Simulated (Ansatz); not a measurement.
Cs, DFT, r2SCAN, all-electron PAW with datasets made for the crystal, scalar-relativistic (Ansatz 0.2.0), run on 1 thread of Arm Neoverse V2 on a shared host.

Structure from Materials Project entry mp-1 (possibly hypothetical), not relaxed further.

Command: `ansatz run input.yaml --threads 1 --pin off --max-ram 2048MiB --backend cpu --events-out ev --progress --plain --runs-dir out`

```yaml
crystal:
  lattice:
    - [-3.1284650614, 3.1284650614, 3.1284650614]
    - [3.1284650614, -3.1284650614, 3.1284650614]
    - [3.1284650614, 3.1284650614, -3.1284650614]
  atoms:
    - { symbol: Cs, position: [0.0, 0.0, 0.0] }
kpoints:
  mp_grid: { grid: [9, 9, 9] }
scf:
  occupations: { method: fermi_dirac, width: 0.03 }
hamiltonian:
  xc: r2scan
  pseudopotentials: { kind: all_electron, datasets: crystal, nuclear_model: point }
output:
  forces: true
  stress: true
  eigenvalues: true
  efg: { contact_densities: true }
```

(1) How large is the problem that the program sets up?

(2) Estimate the wall time.

Results:

(1) 35 irreducible k-points, 1481 plane waves at Γ, 14 bands.

(2) 23 s of wall time for 12 SCF iterations. Times on shared machines scatter by tens of per cent.
